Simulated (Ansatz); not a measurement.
AlGa₃As₄:
```
CELL_PARAMETERS angstrom
      4.06253     0.00000     0.00000
      0.00000     4.06253     0.00000
      0.00000     0.00000    11.46621
ATOMIC_POSITIONS crystal
  Ga 0.00000 0.00000 0.74973
  As 0.50000 0.00000 0.87489
  Ga 0.50000 0.50000 0.00000
  As 0.00000 0.50000 0.12511
  Ga 0.00000 0.00000 0.25027
  As 0.50000 0.00000 0.37595
  Al 0.50000 0.50000 0.50000
  As 0.00000 0.50000 0.62405
```

Relaxed with PBE. Special points in fractions of this cell's reciprocal vectors: Γ (0.000, 0.000, 0.000); X (0.000, 0.500, 0.000); M (0.500, 0.500, 0.000); Z (0.000, 0.000, 0.500); R (0.000, 0.500, 0.500); A (0.500, 0.500, 0.500).

Task: List the band energies nearest the valence-band maximum at these points for PBE with spin–orbit coupling (plane waves, PAW; program Ansatz).

Result: In eV from the valence-band maximum; about four levels below and three above (degenerate sets whole), none deeper than 8.9 eV; points with the same levels are listed once.

| k | below | above |
|---|---|---|
| Γ | -0.01 -0.01 0.00 0.00 | 0.42 0.42 1.43 1.43 |
| X | -1.02 -1.02 -0.99 -0.99 | 0.82 0.82 1.24 1.24 |
| M | -2.47 -2.47 -2.45 -2.45 | 1.43 1.43 1.44 1.44 |
| Z | -0.67 -0.67 -0.52 -0.52 | 1.36 1.36 1.57 1.57 |
| R | -1.11 -1.11 -1.10 -1.10 | 1.88 1.88 1.95 1.95 |
| A | -2.82 -2.82 -2.81 -2.81 | 2.33 2.33 2.36 2.36 |

Space group P-4m2. The start of the workflow was typed in or built on a structure type; neither database checked (COD, Materials Project) lists it. Whether it is the stable phase at ambient conditions was not checked. Symmetry was held in the PBE relaxation; its stability against distortions is not shown here.

Potentials: the earlier of the program's two PAW sets.
